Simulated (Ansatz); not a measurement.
Consider the following.

LaH3:
```
LaH3
1.0
    0.00000     2.78648     2.78648
    2.78648     0.00000     2.78648
    2.78648     2.78648     0.00000
La H
1 3
Direct
  0.00000   0.00000   0.00000
  0.50000   0.50000   0.50000
  0.75000   0.75000   0.75000
  0.25000   0.25000   0.25000
```

This is the r²SCAN-relaxed structure.

### Question
All from the program Ansatz at the r²SCAN level (PAW), unless another level is named. Predict the bulk modulus (Birch–Murnaghan fit).

### Answer
81.2 GPa.

### Question
What about the elastic constants (relaxed ions, GPa)?

### Answer
C11 = 88.2, C12 = 77.6, C44 = 84.4.

### Question
What about the highest zone-centre frequency (without LO–TO term)?

### Answer
964 cm^-1.

Space group Fm-3m. The first step of the workflow began from a Materials Project structure, measured or hypothetical; the Crystallography Open Database copy checked does not list it. Its standing as an ambient phase is unchecked. Symmetry was held in the r²SCAN relaxation. At this level the phase is dynamically unstable (imaginary phonons). Spin–orbit coupling is left out wherever it is not named.

Potentials: the later of the program's two PAW sets.
